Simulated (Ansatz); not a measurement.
SrSi2Au2 in space group I4/mmm (No. 139; Au on 4d, Sr on 2a, Si on 4e), PBEsol in the plane-wave PAW code Ansatz, all energies at zero smearing, with the estimated change up to a 700 eV cutoff added, with one set of potentials and settings (totals compare only within such a set). Cell of 5 atoms (2 Au, 1 Sr, 2 Si): -30752.192 eV.

```csv
element,reference phase,E (eV/atom)
Au,"Fm-3m, 1 atoms in the cell",-13007.0999
Sr,"Fm-3m, 1 atoms in the cell",-3492.2134
Si,"Fd-3m, 2 atoms in the cell",-621.4920
```

Formation energy per atom, worked out: (-30752.192 − 2×(-13007.0999) − 1×(-3492.2134) − 2×(-621.4920))/5 = -0.559 eV/atom (-54 kJ per mol of atoms), at 0 K, without zero-point energy or fitted corrections.

The workflow started from an entry of the Crystallography Open Database (COD). Its standing as an ambient phase is unchecked. Symmetry was held in the PBEsol relaxation; whether a distortion lowers the energy is not shown. The references are the lowest solids computed at this level, not always the standard phases. Spin–orbit coupling is left out wherever it is not named.

Potentials: the later of the program's two PAW sets.
